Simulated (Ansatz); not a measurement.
TaZn₂N₃ in space group Cmc2_1 (No. 36; Ta on 4a, Zn on 8b, N on 8b, N on 4a), DFT-r²SCAN in the program Ansatz with PAW potentials, all energies at zero smearing, with the estimated change up to a 700 eV cutoff added, with one set of potentials and settings (totals compare only within such a set). Cell of 12 atoms (2 Ta, 4 Zn, 6 N): -35508.484 eV.

| element | reference phase | E (eV/atom) |
|---|---|---|
| Ta | Im-3m, 1 atoms in the cell | -9944.3222 |
| Zn | P6_3/mmc, 2 atoms in the cell | -3325.6729 |
| N | Pa-3, 8 atoms in the cell | -384.8315 |

Formation energy per atom, worked out: (-35508.484 − 2×(-9944.3222) − 4×(-3325.6729) − 6×(-384.8315))/12 = -0.680 eV/atom (-66 kJ per mol of atoms), at 0 K, without zero-point energy or fitted corrections.

The first step of the workflow began from a Materials Project structure, measured or hypothetical; the Crystallography Open Database copy checked does not list it. With Ta and Zn taken as one species the cell has the higher symmetry P6_3mc, so it may be an ordered model of a mixed-site phase. Its standing as an ambient phase is unchecked. Symmetry was held in the r²SCAN relaxation; its stability against distortions is not shown here. The run is not spin-polarised. The references are the lowest solids computed at this level, not always the standard phases (solids in place of the gases). Scalar-relativistic: spin–orbit coupling is off unless named, which matters more the heavier the elements.

Potentials: the later of the program's two PAW sets.
